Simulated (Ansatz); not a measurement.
Clean, relaxed (100) surface of Au, space group Fm-3m (No. 225) (top face towards +c; atoms held fixed, by place in the list: 1, 2):

```
CELL_PARAMETERS angstrom
2.91621 0.00000 0.00000
0.00000 2.91621 0.00000
0.00000 0.00000 23.18621
ATOMIC_POSITIONS crystal
Au 0.50000 0.50000 0.36660
Au 0.00000 0.00000 0.45553
Au 0.50000 0.50000 0.54390
Au 0.00000 0.00000 0.63104
```

The calculation used DFT r2SCAN, scalar-relativistic, plane waves, PAW in Ansatz. Plane waves to 500 eV, a k mesh through Γ of 10×10×1 on the computed 4-atom cell and Gaussian smearing (0.10 eV); no spin polarisation. A dipole correction removes the field between periodic images along c.

CH is put at the bridge (Au-Au) at (0.00, 0.50) site, one adsorbate per 8.5 Å², and relaxed. The adsorption energy is E(slab + adsorbate) − E(slab) − E(free adsorbate, spin-polarised where open-shell). Heights count from the highest slab atom after relaxation. Bonded neighbours lie within 1.25 times the sum of covalent radii (1.35 for H) and, on that scale, within 12 % of the closest. With the adsorbate the cell is lengthened along c to keep the vacuum.

**Question.** How strongly does it bind, and where does its anchoring atom end?

**Answer.** -3.49 eV; at (0.00, 0.50), 2 bonded neighbours (Au).

**Question.** How high does its anchoring atom sit over the highest slab atom, and what is the shortest contact with the surface?

**Answer.** 1.33 Å; C–Au 1.98 Å.

**Question.** The clean face has a work function of 4.97 eV. How does the adsorbate change it?

**Answer.** By -1.66 eV.

**Question.** Does the adsorbate stay in one piece?

**Answer.** Yes.

Each end is the local minimum or symmetric point that its start leads to. The slab is only 6.2 Å thick, so the energies aren't converged with thickness.

For at least one of the starts the bottom face's work function also shifts by over 0.1 eV: the slab is too thin to screen the adsorbate, so the work functions aren't converged with thickness.

The adsorbed runs have no spin polarisation, so weakly bound open-shell ends lie too high.